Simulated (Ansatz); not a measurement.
Relaxed KBr (rock salt):

```yaml
crystal:
  lattice:
    - [0.00000, 3.27480, 3.27480]
    - [3.27480, 0.00000, 3.27480]
    - [3.27480, 3.27480, 0.00000]
  atoms:
    - { symbol: Br, position: [0.00000, 0.00000, 0.00000] }
    - { symbol: K, position: [0.50000, 0.50000, 0.50000] }
```

The numbers are results of PBEsol (plane waves to 420 eV, PAW, scalar-relativistic; Ansatz, a quantum-chemistry and plane-wave program), not measurements. k mesh 7×7×7 (Γ-centred), Fermi-Dirac smearing 0.05 eV. KBr was relaxed with its symmetry unable to fall.

One atom of the cell was then moved (with its periodic images), all else fixed, and the forces (eV/Å) came out as:

```tsv
atom	Fx	Fy	Fz
Br1	0.000	0.726	0.000
K2	0.000	-0.726	0.000
```

With two atoms only their relative shift counts; take K2 as fixed.

### Question
Which atom was moved, and by which vector (Å)?

### Answer
Br1, by (0.00, -0.39, 0.00), 0.39 Å in all.

(A displaced cell: forces are minus the slopes of the energy, force constants its curvatures, and phonons follow from these.)
